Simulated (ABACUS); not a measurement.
Input and output of a self-consistent single point for TiSi₂ (Cmcm, 6 atoms in the cell; from Materials Project mp-1077503) (ABACUS).

Level of theory: PBE, numerical atomic orbitals DZ (confined pseudo-atomic orbitals with Gaussian additions; energy shift 0.01 Ry), PseudoDojo 0.5 standard norm-conserving PBE (tails mended) pseudopotentials (ABACUS).

```
CELL_PARAMETERS angstrom
      1.76510    -6.75928     0.00000
      1.76510     6.75928     0.00000
      0.00000     0.00000     3.56517
ATOMIC_POSITIONS crystal
  Ti 0.89688 0.10312 0.75000
  Ti 0.10312 0.89688 0.25000
  Si 0.55825 0.44175 0.75000
  Si 0.44175 0.55825 0.25000
  Si 0.24969 0.75031 0.75000
  Si 0.75031 0.24969 0.25000
```

Reference input (self-consistent single point, DFT, PBE, numerical atomic orbitals DZP (confined pseudo-atomic orbitals with Gaussian additions; energy shift 0.01 Ry), PseudoDojo 0.5 standard norm-conserving PBE (tails mended) pseudopotentials): basis = DZP numerical atomic orbitals, energy shift 0.01 Ry; KPT = Gamma 10 10 9 0 0 0; basis_type = lcao; ecutwfc = 100 Ry; smearing_method = fd; smearing_sigma = 0.00999582 Ry; potentials = PseudoDojo 0.5 standard norm-conserving PBE (tails mended); symmetry = 1; ks_solver = genelpa; scf_nmax = 100; scf_thr = 1.0e-07; mixing_type = broyden. This run's input differs from it in these lines:

```diff
@@ -24,4 +24,4 @@
 NUMERICAL_ORBITAL
-Ti_pbe_8.0au_3s2p2d1f.orb
-Si_pbe_6.9au_2s2p1d.orb
+Ti_pbe_8.0au_3s1p2d.orb
+Si_pbe_6.9au_2s2p.orb
```

Output (repeated stretches shortened):

```
 SELF-CONSISTENT
 -------------------------------------------

                  longest orb rcut (Bohr) = 8
   longest nonlocal projector rcut (Bohr) = 1.94
                     search radius (Bohr) = 19.9

                          real space grid = [ 90, 90, 45 ]
                                 init_chg = atomic

 LCAO ALGORITHM --------------- ION=   1  ELEC=   1--------------------------------

 Density error is 0.0469030994537
 E_KohnSham     -271.2754836091      -3690.8923047887
 E_Fermi        0.9816638999         13.3562225593

 LCAO ALGORITHM --------------- ION=   1  ELEC=   2--------------------------------

   [... lines left out ...]

   [... 6 blocks of this kind left out ...]

 LCAO ALGORITHM --------------- ION=   1  ELEC=   9--------------------------------

 Density error is 4.25672469146e-07
 E_KohnSham     -271.2860750907      -3691.0364092896
 E_Fermi        0.9791284514         13.3217260127

 LCAO ALGORITHM --------------- ION=   1  ELEC=  10--------------------------------

 Density error is 2.28324302104e-08
 E_KohnSham     -271.2860750907      -3691.0364092890
 E_KS(sigma->0) -271.2825107999      -3690.9879146254
 E_entropy(-TS) -0.0071285815        -0.0969893273
 E_Fermi        0.9791281652         13.3217221188
 charge density convergence is achieved
 final etot is -3691.0364093 eV
 EFERMI = 13.321722119 eV

 STATE ENERGY(eV) AND OCCUPATIONS    NSPIN == 1
   [... 27 lines left out ...]

 TOTAL-FORCE (eV/Angstrom)
                       Ti1         0.0000000000        -0.0275848086         0.0000000000
                       Ti2         0.0000000000         0.0275848086         0.0000000000
                       Si1         0.0000000000        -0.7081626256         0.0000000000
                       Si2         0.0000000000         0.7081626256         0.0000000000
                       Si3         0.0000000000        -0.0183582690         0.0000000000
                       Si4         0.0000000000         0.0183582690         0.0000000000

 TOTAL-STRESS (KBAR)
        70.4945241964         0.0000000000         0.0000000000
        -0.0000000000       100.8886100925         0.0000000000
         0.0000000000        -0.0000000000        97.4579649132
 TOTAL-PRESSURE: 89.613700 KBAR

 --------------------------------------------
 !FINAL_ETOT_IS -3691.0364092890026768 eV
 --------------------------------------------
```

The run converged in 10 iterations. Against the reference run the free energy goes up by 429 meV/atom, the pressure goes from 3.10 to 8.96 GPa and the largest force goes from 0.222 to 0.708 eV/Å.

The atom-centred basis is finite, which shifts total energies, pressures and forces against plane waves. This run is one point of a test of settings, so its values need not be converged; read them against the reference run alone. The structure comes from a collection of computed structures, made at another level of theory; the collection holds predicted forms beside known ones.

Cost on one core: about 19 core-seconds (a rough figure).

The atomic orbitals were generated for these runs; they are not ABACUS's published sets and were checked against plane waves on a few crystals only.

“Tails mended”: in these copies of the files the far tail of each local potential was reset to the Coulomb form.
